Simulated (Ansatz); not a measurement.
One crystal and one scan (scan of one atom of the cell) at two levels, PBE (plane waves to 420 eV, PAW, scalar-relativistic; Ansatz, a program for electronic structure) and r2SCAN (plane waves to 500 eV, PAW, scalar-relativistic; Ansatz), each from its own relaxed cell and on its own mesh.

The crystal is Ti (hcp, Mg type); one Ti atom of a 2-atom cell moves by s along Cartesian [110], with its periodic images.

The energy includes the smearing's −TS. Ti is run without spin polarisation. Ti was relaxed with its symmetry unable to fall. With partly filled bands, energies and forces of such displacements shift with the k mesh and the smearing. Both scans cover s from -0.290 to 0.290 Å.

```json
[
 {"quantity": "Lattice constant a (Å)", "run 1": "2.936", "run 2": "2.939"},
 {"quantity": "Lattice constant c (Å)", "run 1": "4.637", "run 2": "4.650"},
 {"quantity": "Relaxed volume (Å³/atom)", "run 1": "17.31", "run 2": "17.39"},
 {"quantity": "Energy at s = 0.290 Å (meV/cell)", "run 1": "73", "run 2": "60"},
 {"quantity": "Force along the line at s = -0.290 Å (eV/Å)", "run 1": "0.434", "run 2": "0.346"},
 {"quantity": "Force constant k = d²E/ds² at s = 0 (finite differences) (eV/Å²)", "run 1": "1.94", "run 2": "1.56"},
 {"quantity": "Zone-centre optical wavenumber from k (cm⁻¹)", "run 1": "149", "run 2": "133"}
]
```

Problem. Which run is which level?

Solution. Run 2 is PBE, run 1 is r2SCAN. PBE gives the higher value for: lattice constant c. PBE gives the lower value for: energy at s = 0.290 Å; force along the line at s = -0.290 Å; force constant k = d²E/ds² at s = 0; zone-centre optical wavenumber from k. They agree on: lattice constant a (within 0.2 %); relaxed volume (within 0.6 %). Both give the same shape of the curve: a single well with its minimum at or next to zero displacement.

(For displaced atoms, the force is minus the slope of the energy, and its curvature is a force constant, which sets phonon frequencies.)
